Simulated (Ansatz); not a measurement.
CdO (rock salt)

```
CELL_PARAMETERS angstrom
      0.00000     2.38417     2.38417
      2.38417     0.00000     2.38417
      2.38417     2.38417     0.00000
ATOMIC_POSITIONS crystal
  O  0.00000 0.00000 0.00000
  Cd 0.50000 0.50000 0.50000
```

The slice is a {110} plane (indices of the conventional cell) through the point (0.000, 0.000, 0.000) (fractional), spanned by u = [100] and v = [1 -1 -1] in vectors of this cell: u (3.37 Å) and v (4.77 Å, at 90° to u). It covers one period; positions are fractions (u, v).

All values below come from PBE (plane waves to 420 eV, PAW, scalar-relativistic; Ansatz, a program for electronic structure). k mesh 12×12×12. Near the nuclei the fields are pseudised (PAW); where an atom keeps semicore shells as valence, they peak there. CdO was relaxed with its symmetry unable to fall. The PAW data are Ansatz's earlier set.

Three fields on this plane, each scaled to ten steps between its own extremes (0 low, 9 high; the total valence density on a logarithmic scale, the potential cut 8 eV below its top; x marks points blanked near nuclei; v = 0 in the bottom row):

Map A
```
|xxxxxx941000149xxxxx|
|xxxxxx831000138xxxxx|
|xxxxxx631000136xxxxx|
|xxxxx84200000248xxxx|
|xxxx7421000001247xxx|
|44433210000000123344|
|11111100000000011111|
|22211100000000011122|
|xxxx2210000000122xxx|
|xxxxx31100000113xxxx|
|xxxxxx210000012xxxxx|
|xxxxxx310000013xxxxx|
|xxxxxx311000113xxxxx|
|xxxxxx311000113xxxxx|
|xxxxxx311000113xxxxx|
|xxxxxx310000013xxxxx|
|xxxxxx210000012xxxxx|
|xxxxx31100000113xxxx|
|xxxx2210000000122xxx|
|22211100000000011122|
|11111100000000011111|
|44433210000000123344|
|xxxx7421000001247xxx|
|xxxxx84200000248xxxx|
|xxxxxx631000136xxxxx|
|xxxxxx831000138xxxxx|
|xxxxxx941000149xxxxx|
|xxxxxx941000149xxxxx|
```

Map B
```
|xxxxxx999888999xxxxx|
|xxxxxx999888999xxxxx|
|xxxxxx999888999xxxxx|
|xxxxx99999999999xxxx|
|xxxx9999999999999xxx|
|67788999999999998877|
|44567788999998877654|
|00014678899988764100|
|xxxx0357899987530xxx|
|xxxxx03678987630xxxx|
|xxxxxx157888751xxxxx|
|xxxxxx046888640xxxxx|
|xxxxxx036888630xxxxx|
|xxxxxx036787630xxxxx|
|xxxxxx036888630xxxxx|
|xxxxxx046888640xxxxx|
|xxxxxx157888751xxxxx|
|xxxxx03678987630xxxx|
|xxxx0357899987530xxx|
|00014678899988764100|
|44567788999998877654|
|67788999999999998877|
|xxxx9999999999999xxx|
|xxxxx99999999999xxxx|
|xxxxxx999888999xxxxx|
|xxxxxx999888999xxxxx|
|xxxxxx999888999xxxxx|
|xxxxxx899888998xxxxx|
```

Map C
```
|xxxxxx754323457xxxxx|
|xxxxxx753222357xxxxx|
|xxxxxx642212246xxxxx|
|xxxxx64321112346xxxx|
|xxxx6532100012356xxx|
|88765421000001245678|
|88765321000001235678|
|99876431000001346789|
|xxxx8642100012468xxx|
|xxxxx85321112358xxxx|
|xxxxxx743212347xxxxx|
|xxxxxx853222358xxxxx|
|xxxxxx964323469xxxxx|
|xxxxxx964323469xxxxx|
|xxxxxx964323469xxxxx|
|xxxxxx853222358xxxxx|
|xxxxxx743212347xxxxx|
|xxxxx85321112358xxxx|
|xxxx8642100012468xxx|
|99876431000001346789|
|88765321000001235678|
|88765421000001245678|
|xxxx6532100012356xxx|
|xxxxx64321112346xxxx|
|xxxxxx642212246xxxxx|
|xxxxxx753222357xxxxx|
|xxxxxx754323457xxxxx|
|xxxxxx854323458xxxxx|
```

**Question.** Assign the maps to these fields: electron localisation function (ELF); valence electron density; electrostatic potential energy of an electron, from the cell's mean.

**Answer.** A is the electron localisation function (ELF); B is the electrostatic potential energy of an electron, from the cell's mean; C is the valence electron density.
